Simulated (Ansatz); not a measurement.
# Stress against strain in La$_{3}$In

```xyz
4
Lattice="5.0854 0.0000 0.0000 0.0000 5.0854 0.0000 0.0000 0.0000 5.0854" Properties=species:S:1:pos:R:3 pbc="T T T"
La    0.0000    2.5427    2.5427
La    2.5427    0.0000    2.5427
La    2.5427    2.5427    0.0000
In    0.0000    0.0000    0.0000
```

Atom numbers follow the list: La1, La2, La3, In4.

The cell comes from COD entry 1538828, which wasn't checked; take it as a given geometry.

Spin–orbit coupling is left out, though it moves levels of the heavy atoms by tenths of an eV or more.

Level of theory: DFT, PBEsol, all-electron LAPW, scalar-relativistic (Ansatz 0.2.0).

The runs use a Γ-centred 7×7×7 k mesh, Fermi–Dirac smearing of 0.05 eV, basis error target 1 meV/atom, no spin polarisation.

The strain is applied along the Cartesian axes of the cell as listed (the other components stay zero). Fractional coordinates are held (clamped ions).

σ is the change of stress from the unstrained cell, which is at -2.63 GPa; tension is positive, so slopes are stress–strain coefficients at that pressure. In a metal the k mesh adds noise.

Only quantities that a quadratic follows smoothly over the whole series are listed; rougher ones are left out.

```
εxx = εyy  σzz (GPa)  σxx (GPa)
  -0.0200      -1.06      -1.64
  -0.0100      -0.51      -0.78
   0.0000       0.00       0.00
   0.0200       0.87       1.37
```

Q: Fit the series and read off the stiffness at zero strain.

A: Least-squares fits y = p0 + p1 x + p2 x² to the rows give σzz (GPa): p1 = 48.3, p2 = -230; σxx (GPa): p1 = 75.2, p2 = -340. So 2 C12 = 48 GPa and C11 + C12 = 75 GPa.

Q: One run, at εxx = εyy = 0.0100, is withheld. Predict its row.

A: The fits give 0.46, 0.72; the run gave 0.46, 0.71.
